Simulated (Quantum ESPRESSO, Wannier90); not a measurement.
## Tight-binding from DFT: BN (zinc blende)

```xyz
2
Lattice="0.0000 1.8130 1.8130 1.8130 0.0000 1.8130 1.8130 1.8130 0.0000" Properties=species:S:1:pos:R:3 pbc="T T T"
B      0.0000     0.0000     0.0000
N      0.9065     0.9065     0.9065
```

Structure: Materials Project mp-1639, symmetrised, not relaxed again. COD (Crystallography Open Database) has the formula in 3 space groups, this one among them (matched by group alone). Computed values, not measurements, from LDA: Quantum ESPRESSO (norm-conserving PseudoDojo potentials, cutoff 68 Ry, no spin polarisation, no spin-orbit coupling) on a Γ-centred 12×12×12 mesh, then Wannier90. Density: 14×14×14 mesh, cold smearing 0.01 Ry.

Bands 1-4 form an isolated set from -19.96 to 0.00 eV relative to the valence-band maximum (on the path) and are turned into 4 Wannier functions by minimising the spread from the start: s functions at the bond centres.

Task: Where do the functions sit, how wide are they and what are they made of?

Result: 
```json
[
 {"functions": "4", "spread (Å²)": "0.72", "nearest atom, distance (Å)": "N 0.54", "second atom, distance (Å)": "B 1.03", "weight on atomic waves": "N 2p 52 %, B 2p 25 %, N 2s 15 %"}
]
```

Ω_I = 2.51 Å², Ω_total = 2.90 Å²; the interpolated bands follow pw.x to 0.3 meV rms on the path. It is the lowest total spread that any start reached here.
